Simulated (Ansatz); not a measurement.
**AlN with Fe replacing Al: gradients before and after relaxing the atoms**

Start: a supercell of AlN (wurtzite type, P6_3mc) built from a structure deposited in the COD (the entry's cell lengths or inner coordinates differ somewhat from later room-temperature determinations), with all atoms left at the host's positions.

```
Fe Al N
1.0
     9.33900    0.00000    0.00000
    -3.11300    5.39187    0.00000
     0.00000    0.00000    9.96200
Fe Al N
1 23 24
Direct
  0.11111 0.33333 0.00000
  0.11111 0.33333 0.50000
  0.11111 0.83333 0.00000
  0.11111 0.83333 0.50000
  0.44444 0.33333 0.00000
  0.44444 0.33333 0.50000
  0.44444 0.83333 0.00000
  0.44444 0.83333 0.50000
  0.77778 0.33333 0.00000
  0.77778 0.33333 0.50000
  0.77778 0.83333 0.00000
  0.77778 0.83333 0.50000
  0.22222 0.16667 0.25000
  0.22222 0.16667 0.75000
  0.22222 0.66667 0.25000
  0.22222 0.66667 0.75000
  0.55556 0.16667 0.25000
  0.55556 0.16667 0.75000
  0.55556 0.66667 0.25000
  0.55556 0.66667 0.75000
  0.88889 0.16667 0.25000
  0.88889 0.16667 0.75000
  0.88889 0.66667 0.25000
  0.88889 0.66667 0.75000
  0.11111 0.33333 0.19000
  0.11111 0.33333 0.69000
  0.11111 0.83333 0.19000
  0.11111 0.83333 0.69000
  0.44444 0.33333 0.19000
  0.44444 0.33333 0.69000
  0.44444 0.83333 0.19000
  0.44444 0.83333 0.69000
  0.77778 0.33333 0.19000
  0.77778 0.33333 0.69000
  0.77778 0.83333 0.19000
  0.77778 0.83333 0.69000
  0.22222 0.16667 0.44000
  0.22222 0.16667 0.94000
  0.22222 0.66667 0.44000
  0.22222 0.66667 0.94000
  0.55556 0.16667 0.44000
  0.55556 0.16667 0.94000
  0.55556 0.66667 0.44000
  0.55556 0.66667 0.94000
  0.88889 0.16667 0.44000
  0.88889 0.16667 0.94000
  0.88889 0.66667 0.44000
  0.88889 0.66667 0.94000
```

Sites (sets of like atoms) are named by element and the number of their first atom in this list.

Level of theory: DFT, PBE, plane waves and PAW, scalar-relativistic, collinear spin, 420 eV cutoff, Γ-centred 3×4×2 k-points, Fermi–Dirac smearing 0.01 eV (Ansatz 0.2.0). Start moments as typed (μB): 5 on each Fe, none on the rest. The program fits them to the shells of the files, so those used differ somewhat.

The largest force at the start is 1.4 eV/Å. Relaxing the ions at fixed cell moves them by 0.070 Å at most (atom 25, N) and 0.019 Å rms.

```csv
site,atom,moved (Å),first shell before,first shell after,V_zz before (10²¹ V/m²),η before
Fe,1,0.003,4 N at 1.89 Å,4 N at 1.95–1.96 Å,0.59,0.06
Al2,2,0.016,4 N at 1.89 Å,4 N at 1.89–1.91 Å,0.19,0.01
Al3,3,0.006,4 N at 1.89 Å,4 N at 1.88–1.90 Å,-0.27,0.07
Al5,5,0.006,4 N at 1.89 Å,4 N at 1.88–1.90 Å,-0.23,0.77
Al7,7,0.014,4 N at 1.89 Å,4 N at 1.88–1.90 Å,-0.23,0.75
Al9,9,0.008,4 N at 1.89 Å,4 N at 1.88–1.90 Å,-0.23,0.78
Al11,11,0.011,4 N at 1.89 Å,4 N at 1.88–1.90 Å,-0.23,0.77
Al13,13,0.012,4 N at 1.89 Å,4 N at 1.89–1.90 Å,0.26,0.54
Al15,15,0.012,4 N at 1.89 Å,4 N at 1.89–1.90 Å,0.27,0.54
N25,25,0.070,"1 Fe at 1.89 Å, 3 Al at 1.89 Å","3 Al at 1.89 Å, 1 Fe at 1.96 Å",0.19,0.01
N46,46,0.062,"3 Al at 1.89 Å, 1 Fe at 1.89 Å","3 Al at 1.88–1.90 Å, 1 Fe at 1.95 Å",0.26,0.00
```

Problem. What are V_zz and η after the relaxation?

Solution. 

| site | atom | V_zz after | η after | change of V_zz |
| --- | --- | --- | --- | --- |
| Fe | 1 | 1.06 | 0.05 | +0.47 |
| Al2 | 2 | 0.59 | 0.01 | +0.40 |
| Al3 | 3 | -0.58 | 0.28 | -0.31 |
| Al5 | 5 | 0.47 | 0.76 | – |
| Al7 | 7 | 0.45 | 0.89 | – |
| Al9 | 9 | 0.47 | 0.76 | – |
| Al11 | 11 | 0.44 | 0.85 | – |
| Al13 | 13 | 0.54 | 0.12 | +0.28 |
| Al15 | 15 | 0.54 | 0.12 | +0.27 |
| N25 | 25 | 0.50 | 0.06 | +0.31 |
| N46 | 46 | 0.51 | 0.26 | +0.25 |

The largest change of V_zz along a kept axis is on Fe, from 0.59 to 1.06. In per cent, |V_zz| changes by +80 on Fe (all sites that start above 0.5). Where |V_zz| stays above 0.1 and the axes keep their order, η moves most on Al13, from 0.54 to 0.12. On Al11, Al9, Al5, Al7, N42, N44, N48, N27 and 12 more sites (not all in the table) the largest principal value lies along another axis in the second run, so the two V_zz can't be compared directly. The table leaves out 37 of the 48 sites, with |V_zz| up to 0.72; their tensors move by 0.30 at most along any direction. The statements above cover all sites.

The defect repeats with the cell of 48 atoms, so it feels its images: sites between two images don't show the values beside a lone defect, and zeros or small values of η there can come from the images' arrangement. Al and N carry a gradient in the pure host already, so the values there aren't the defect's effect alone. With these PAW files V_zz is typically within 2 to 3 % of all-electron values, but misses above 10 % occur on Fe.
Before: The program didn't check the stability of this electronic state in full, so a lower one may lie near. The neighbours have not yet relaxed around the defect (largest force 1.4 eV/Å), so a real crystal will differ.
